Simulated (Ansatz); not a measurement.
A relaxation computed with Ansatz, from input to last step.

```yaml
crystal:
  lattice:
    - [3.1225695162, 0.0, 0.0]
    - [-1.5612847581, 2.7042245261, 0.0]
    - [0.0, 0.0, 13.93806553]
  atoms:
    - { symbol: Al, position: [0.33333333, 0.66666667, 0.75] }
    - { symbol: Al, position: [0.66666667, 0.33333333, 0.25] }
    - { symbol: Nb, position: [0.33333333, 0.66666667, 0.0897486] }
    - { symbol: Nb, position: [0.66666667, 0.33333333, 0.5897486] }
    - { symbol: Nb, position: [0.66666667, 0.33333333, 0.9102514] }
    - { symbol: Nb, position: [0.33333333, 0.66666667, 0.4102514] }
    - { symbol: C, position: [0.0, 0.0, 0.0] }
    - { symbol: C, position: [0.0, 0.0, 0.5] }
basis:
  ecutwfc: 500
kpoints:
  mp_grid: { grid: [12, 12, 4] }
hamiltonian:
  xc: r2scan
scf:
  occupations: { method: gaussian, width: 0.1 }
output:
  forces: true
  stress: true
  eigenvalues: true
relax:
  adjacent_minimum: "off"
  f_tol: 0.01
  max_steps: 40
```

```bash
ansatz run input.yaml --threads 2 --pin off --max-ram 5120MiB --backend cpu --events-out ev --progress --plain --runs-dir out
```

The calculation used DFT r2SCAN, scalar-relativistic, plane waves, PAW in Ansatz 0.2.0.

Of 4 frames 3 are shown, positions in Å and forces in eV/Å; the SCF threshold varies from step to step.

```xyz
8
Lattice="3.1226 0.0000 0.0000 -1.5613 2.7042 0.0000 0.0000 0.0000 13.9381" Properties=species:S:1:pos:R:3:forces:R:3 pbc="T T T" step=1 free_energy_over_end_meV_per_atom=0.46
Al    0.0000    1.8028   10.4535    0.0000    0.0000    0.0000
Al    1.5613    0.9014    3.4845    0.0000    0.0000    0.0000
Nb    0.0000    1.8028    1.2509    0.0000    0.0000   -0.2165
Nb    1.5613    0.9014    8.2200    0.0000    0.0000   -0.2165
Nb    1.5613    0.9014   12.6871    0.0000    0.0000    0.2165
Nb    0.0000    1.8028    5.7181    0.0000    0.0000    0.2165
C     0.0000    0.0000    0.0000    0.0000    0.0000    0.0000
C     0.0000    0.0000    6.9690    0.0000    0.0000    0.0000
8
Lattice="3.1226 0.0000 0.0000 -1.5613 2.7042 0.0000 0.0000 0.0000 13.9381" Properties=species:S:1:pos:R:3:forces:R:3 pbc="T T T" step=2 free_energy_over_end_meV_per_atom=0.35
Al    0.0000    1.8028   10.4535    0.0000    0.0000    0.0000
Al    1.5613    0.9014    3.4845    0.0000    0.0000    0.0000
Nb    0.0000    1.8028    1.2350    0.0000    0.0000    0.1881
Nb    1.5613    0.9014    8.2040    0.0000    0.0000    0.1881
Nb    1.5613    0.9014   12.7031    0.0000    0.0000   -0.1881
Nb    0.0000    1.8028    5.7340    0.0000    0.0000   -0.1881
C     0.0000    0.0000    0.0000    0.0000    0.0000    0.0000
C     0.0000    0.0000    6.9690    0.0000    0.0000    0.0000
8
Lattice="3.1226 0.0000 0.0000 -1.5613 2.7042 0.0000 0.0000 0.0000 13.9381" Properties=species:S:1:pos:R:3:forces:R:3 pbc="T T T" step=4 free_energy_over_end_meV_per_atom=0.00
Al    0.0000    1.8028   10.4535    0.0000    0.0000    0.0000
Al    1.5613    0.9014    3.4845    0.0000    0.0000    0.0000
Nb    0.0000    1.8028    1.2423    0.0000    0.0000    0.0021
Nb    1.5613    0.9014    8.2113    0.0000    0.0000    0.0021
Nb    1.5613    0.9014   12.6958    0.0000    0.0000   -0.0021
Nb    0.0000    1.8028    5.7267    0.0000    0.0000   -0.0021
C     0.0000    0.0000    0.0000    0.0000    0.0000    0.0000
C     0.0000    0.0000    6.9690    0.0000    0.0000    0.0000
```

It took 75 s on 2 threads of Oxide Virtual Turin-like Processor (Zen 5) (shared host), peak memory 0.85 GiB.